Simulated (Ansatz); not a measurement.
Coordination and 17O quadrupole coupling in Mg₃V₂O₈

Cell: a computed structure from the Materials Project (it need not be an observed phase) whose atoms were relaxed with PBE, the cell held.

Space group R-3m:H (No. 166); a = 5.9951, c = 13.7318 Å, γ = 120.00°.

```csv
site,Wyckoff,site symmetry,x,y,z
Mg,9e,.2/m,0.1667,0.3333,0.3333
V,6c,3m,0.0000,0.0000,0.8760
O6,18h,.m,0.8215,0.1785,0.4161
O7,6c,3m,0.0000,0.0000,0.7443
```

One atom of each set is listed; the run and its k-mesh use a cell of 13 atoms with edges of 5.74, 5.74, 5.74 Å.

All values are calculated (Ansatz; DFT, PBE, plane waves and PAW, scalar-relativistic, 420 eV cutoff, Γ-centred 5×5×5 k-points, Fermi–Dirac smearing 0.02 eV), not measured.

Q(17O) = -25.58 mb.

Task: Order the O environments from the weakest to the strongest quadrupole coupling.
A. O7: 1 V at 1.81 Å, 3 Mg at 2.03 Å
B. O6: 1 V at 1.70 Å, 2 Mg at 2.12 Å

Result: B (1.63 MHz, η = 0.12), A (2.42 MHz, η = 0.00).

An axis of threefold or higher order runs through O7, so V_zz lies along it and η is zero. At O6 V_zz points along its shortest bond, to V (within 3°). Like point charges on the first shell alone (each adding as 1/d³) would put O6 above O7: the covalent part of each bond and the atoms beyond the first shell count as well.
